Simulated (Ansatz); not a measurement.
ZrCu (CsCl type, Pm-3m) at seven volumes, DFT-LDA in the program Ansatz with PAW potentials, scaled uniformly. One row is withheld.

```tsv
V (Å³/atom)	P (GPa)
14.798	16.22
15.286	9.95
15.774	4.58
16.262	0.00
16.750	-3.92
17.238	-7.27
17.725	?
```

### Question
Fit the shown pressures and predict the withheld one.

### Answer
P = (3/2)B₀(x^(7/2) − x^(5/2))[1 + (3/4)(B′ − 4)(x − 1)] with x = (V₀/V)^(2/3). Least squares on the six rows gives V₀ = 16.262 Å³/atom, B₀ = 141 GPa, B′ = 4.19. At V = 17.725, x = 0.9442 and P = -10.14 GPa. The run itself gave -10.14 GPa.

The first step of the workflow began from a Materials Project structure, measured or hypothetical; the Crystallography Open Database copy checked does not list it. With Zr and Cu taken as one species the cell has the higher symmetry Im-3m, so it may be an ordered model of a mixed-site phase. Its standing as an ambient phase is unchecked. The LDA relaxation kept the symmetry of its start; of distortions, only those at the zone centre were tested. No spin polarisation was allowed.

Potentials: the later of the program's two PAW sets.
